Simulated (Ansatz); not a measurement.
## What moves the field gradients of MoS2?

Cell of run 1: an entry of the Crystallography Open Database (COD), taken as it stands.

```cif
data_MoS2
_symmetry_space_group_name_H-M 'P6_3/mmc'
_symmetry_Int_Tables_number 194
_cell_length_a 3.1400
_cell_length_b 3.1400
_cell_length_c 12.5300
_cell_angle_alpha 90.000
_cell_angle_beta 90.000
_cell_angle_gamma 120.000
loop_
_atom_site_label
_atom_site_type_symbol
_atom_site_symmetry_multiplicity
_atom_site_Wyckoff_symbol
_atom_site_fract_x
_atom_site_fract_y
_atom_site_fract_z
Mo Mo 2 c 0.3333 0.6667 0.2500
S S 4 f 0.3333 0.6667 0.6250
```

One atom of each set is listed.

Relaxed positions (PBE, cell held):

Mo (0.3333, 0.6667, 0.2500)
S (0.3333, 0.6667, 0.6245)

All runs are DFT with Ansatz 0.2.0 (plane waves and PAW, scalar-relativistic unless spin–orbit coupling is named, Γ-centred meshes, Fermi–Dirac smearing where given) in this cell. Start moments of run 1 as typed (μB): 2 on each Mo, none on the rest.

Run 1: PBE, parallel start moments, atoms as given; 420 eV, 16×16×4 k-points, smearing 0.02 eV.
Run 2: PBE, parallel start moments, atoms relaxed; 420 eV, 16×16×4 k-points, smearing 0.02 eV.
Run 3: r2SCAN, parallel start moments, at the relaxed atoms; 500 eV, 16×16×4 k-points, smearing 0.02 eV.
Run 4: PBE with spin–orbit coupling, parallel start moments, at the relaxed atoms; 420 eV, 16×16×4 k-points, smearing 0.02 eV.
Run 5: LDA, parallel start moments, at the relaxed atoms; 420 eV, 16×16×4 k-points, smearing 0.02 eV.
Run 6: PBEsol, parallel start moments, at the relaxed atoms; 420 eV, 16×16×4 k-points, smearing 0.02 eV.

| run | Mo V_zz (η) | S V_zz (η) |
| --- | --- | --- |
| 1 | -7.33 (0.00) | -5.30 (0.00) |
| 2 | -7.15 (0.00) | -5.18 (0.00) |
| 3 | -7.27 (0.00) | -5.23 (0.00) |
| 4 | -7.18 (0.00) | -5.16 (0.00) |
| 5 | ? | ? |
| 6 | -7.10 (0.00) | -5.19 (0.00) |

V_zz in 10²¹ V/m².

Task: Estimate the row of run 5.

Result: Mo: -7.24 (0.00); S: -5.19 (0.00). It lies nearest to run 3, from whose tensors on these sites it differs by 0.04 at most (largest principal value of the difference, on S). Taken one at a time, the positions of the atoms (as given or relaxed) move the tensors on these sites by up to 0.18 (largest principal value of the change, on Mo), the functional (between the two that differ most) by 0.17 (Mo), spin–orbit coupling by 0.03 (Mo).

In run 3 the program didn't check the stability of the electronic state in full, so a lower one may lie near. In runs 1, 2, 3, 4, 5, 6 the start moments die out. In runs 5, 6 the atoms aren't at the calculated equilibrium (largest force 0.44, 0.26 eV/Å).
